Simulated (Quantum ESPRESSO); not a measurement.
Parts of the isotropic shielding in BaTiO3, by GIPAW with PBE in a modified build of Quantum ESPRESSO, on JTH PAW datasets, 22.5 Ha, k-mesh 7×7×7 shifted:

```yaml
crystal:
  lattice:
    - [4.00768, 0.00000, 0.00000]
    - [0.00000, 4.00768, 0.00000]
    - [0.00000, 0.00000, 4.00768]
  atoms:
    - { symbol: Ba, position: [0.50000, 0.50000, 0.50000] }
    - { symbol: Ti, position: [0.00000, 0.00000, 0.00000] }
    - { symbol: O, position: [0.50000, 0.00000, 0.00000] }
    - { symbol: O, position: [0.00000, 0.50000, 0.00000] }
    - { symbol: O, position: [0.00000, 0.00000, 0.50000] }
```
The cell comes from the Materials Project (a computed structure). It is BaTiO3 in Pm-3m. Stability against distortions was not tested. The run has no spin polarisation.

The core term is that of the free atom's frozen core; the paramagnetic column sums the reconstruction terms. These are absolute shieldings with no macroscopic susceptibility term; δ = σ_ref − σ needs a reference computed alike. By our sweeps, such settings leave a few ppm in absolute σ on light atoms and up to some 20 ppm from Zn on. No spin–orbit coupling; Ba is the heaviest element present.

| site | core | bare (smooth current) | diamagnetic correction | paramagnetic corrections | σ_iso (ppm) |
|---|---|---|---|---|---|
| Ba (atom 1) | 6129.8 | 99.6 | -43.9 | [?] | [?] |
| Ti (atom 2) | 1409.5 | -96.7 | 144.2 | [?] | [?] |
| O (atoms 3, 4, 5) | 271.1 | -87.0 | 26.0 | [?] | [?] |

**Question.** Fill in the missing entries.

**Answer.** 
- Ba (atom 1), paramagnetic corrections: -1400.0
- Ba (atom 1), σ_iso (ppm): 4785.6
- Ti (atom 2), paramagnetic corrections: -1855.1
- Ti (atom 2), σ_iso (ppm): -398.1
- O (atoms 3, 4, 5), paramagnetic corrections: -575.0
- O (atoms 3, 4, 5), σ_iso (ppm): -365.0
